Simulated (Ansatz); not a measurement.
## Si₄NiPt₃: vibrational free energy, entropy and heat capacity

Theory: DFT PBE, scalar-relativistic, plane waves, PAW (Ansatz). Cutoff 420 eV, 8×8×8 k-points (Γ-centred), Fermi-Dirac smearing of 0.15 eV. No spin polarisation. Phonons by linear response, acoustic sum rule imposed.

Relaxed structure:
```
CELL_PARAMETERS angstrom
4.78716 0.00000 0.00000
0.00000 4.78716 0.00000
0.00000 0.00000 4.94389
ATOMIC_POSITIONS crystal
Si 0.00000 0.00000 0.14632
Si 0.50000 0.50000 0.17045
Si 0.50000 0.00000 0.83486
Si 0.00000 0.50000 0.83486
Ni 0.00000 0.00000 0.67404
Pt 0.50000 0.50000 0.68077
Pt 0.50000 0.00000 0.32935
Pt 0.00000 0.50000 0.32935
```

The cell was found from a structure generator's guess, not taken from experiment. In a metal, frequencies and elastic constants depend on the k mesh and the smearing, soft modes and shear constants most. Some empty bands missed the eigensolver's threshold. Spin–orbit coupling is left out, which matters for heavy elements.

Force constants from linear response on a 2×2×2 q mesh, interpolated to a fine mesh.

Phonon density of states, in bins of 10 cm⁻¹:
(bin centre (cm⁻¹), share of modes (%)): (5, 0.0), (15, 0.0), (25, 0.1), (35, 0.3), (45, 0.6), (55, 1.2), (65, 4.8), (75, 4.4), (85, 4.9), (95, 4.5), (105, 5.4), (115, 8.4), (125, 3.1), (135, 4.6), (145, 3.9), (155, 5.4), (165, 3.3), (175, 0.9), (185, 1.0), (195, 0.6), (205, 0.5), (215, 0.5), (225, 1.9), (235, 2.7), (245, 2.0), (255, 3.2), (265, 3.9), (275, 1.0), (285, 2.0), (295, 3.6), (305, 4.6), (315, 3.0), (325, 1.1), (335, 0.0), (345, 0.0), (355, 0.6), (365, 1.5), (375, 1.5), (385, 2.4), (395, 2.4), (405, 2.2), (415, 1.5), (425, 0.4), (435, 0.0)

Question: How much zero-point energy does an atom carry?

Answer: 36.5 meV.

Question: How large are the vibrational entropy and heat capacity at 300 K?

Answer: S = 3.80 k_B and C_V = 2.74 k_B per atom, 91 % of the Dulong–Petit value.

Question: Tabulate them against temperature.

Answer:
```
T (K)  F_vib (meV/atom)  S (k_B/atom)  C_V (k_B/atom)
  100              32.5          1.26            1.70
  200              14.9          2.73            2.48
  300             -13.4          3.80            2.74
  400             -49.8          4.60            2.85
  500             -92.3          5.24            2.90
  600            -139.9          5.78            2.93
  700            -191.6          6.23            2.95
  800            -247.1          6.62            2.96
  900            -305.7          6.97            2.97
 1000            -367.1          7.29            2.97
```
